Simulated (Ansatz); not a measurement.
LaAs, DFT, PBEsol, all-electron PAW with datasets made for the crystal, scalar-relativistic (Ansatz 0.2.0), run on 1 thread of Arm Neoverse V2 on a shared host.

The cell is COD entry 9008656, as deposited and not checked against the literature; nothing was relaxed. The listed cell was then made from it by scaling, straining or moving an atom.

Command: `ansatz run input.yaml --threads 1 --pin off --max-ram 3072MiB --backend cpu --events-out ev --progress --plain --runs-dir out`

```yaml
crystal:
  lattice:
    - [0.0, 3.0625, 3.00125]
    - [3.0625, 0.0, 3.00125]
    - [3.0625, 3.0625, 0.0]
  atoms:
    - { symbol: La, position: [0.0, 0.0, 0.0] }
    - { symbol: As, position: [0.5, 0.5, 0.5] }
kpoints:
  mp_grid: { grid: [12, 12, 12] }
scf:
  occupations: { method: fermi_dirac, width: 0.05 }
hamiltonian:
  xc: pbesol
  pseudopotentials: { kind: all_electron, datasets: crystal }
output:
  forces: true
  stress: true
  eigenvalues: true
  efg: { contact_densities: true }
```

**Question.** How large is the problem that the program sets up?

**Answer.** 163 irreducible k-points, 645 plane waves at Γ, 17 bands.

**Question.** About how long does it take, and how much memory does it use?

**Answer.** 47 s of wall time for 13 SCF iterations, with a peak of 0.87 GiB. Times on shared machines scatter by tens of per cent.

**Question.** And the same cell and mesh by PAW (frozen-core files), asked for forces, stress, eigenvalues, efg, on the same hardware?

**Answer.** 9.2 s, peak memory 0.49 GiB.
